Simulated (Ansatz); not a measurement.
The end of the path is a generated cell of ZnSiP2: the first start was made by placing the elements on the sites of a structure type, and the end was not matched to a known phase here, so it may be hypothetical.

A geometry of ZnSiP2 away from equilibrium: the start of the relaxation of a generated cell, ZnSiP2 placed in the beta-NaFeO2 structure type. Method: r2SCAN (plane waves to 500 eV, PAW, scalar-relativistic; Ansatz, a program for electronic structure). Γ-centred k-mesh 4×4×5 on the run's cell, Fermi–Dirac smearing 0.05 eV.

```xyz
16
Lattice="6.3796 0.0000 0.0000 0.0000 7.5341 0.0000 0.0000 0.0000 6.0755" Properties=species:S:1:pos:R:3:forces:R:3 pbc="T T T" free_energy=-21938.095 pressure_GPa=5.0
Zn     0.5295     4.7088     0.0000    0.1256   -0.0854    0.2365
Zn     5.8501     2.8253     3.0377   -0.1256    0.0854    0.2365
Zn     3.7193     6.5924     0.0000    0.1256    0.0854    0.2365
Zn     2.6603     0.9418     3.0377   -0.1256   -0.0854    0.2365
Si     0.4976     0.9418     0.0000   -0.1151    0.0286    0.4063
Si     5.8820     6.5924     3.0377    0.1151   -0.0286    0.4063
Si     3.6874     2.8253     0.0000   -0.1151   -0.0286    0.4063
Si     2.6922     4.7088     3.0377    0.1151    0.0286    0.4063
P      0.4338     0.8438     2.2176    0.3936    0.7215    0.2367
P      5.9458     6.6903     5.2553   -0.3936   -0.7215    0.2367
P      3.6236     2.9232     2.2176    0.3936   -0.7215    0.2367
P      2.7560     4.6109     5.2553   -0.3936    0.7215    0.2367
P      0.6061     4.8218     2.3998   -0.3604   -0.8787   -0.8795
P      5.7736     2.7123     5.4376    0.3604    0.8787   -0.8795
P      3.7959     6.4794     2.3998   -0.3604    0.8787   -0.8795
P      2.5837     1.0548     5.4376    0.3604   -0.8787   -0.8795
```

Positions in Å, forces in eV/Å, free energy of the cell in eV (comparable only within this code, potentials and settings). Largest force: 1.29 eV/Å, on P13, P14, P15, P16 (atoms numbered as listed); the geometry lies 0.03 eV/atom above the end of its relaxation.

No spin polarisation in the result.

The run could not lose the symmetry of its start: the end is stationary, and may be a saddle point rather than a minimum.
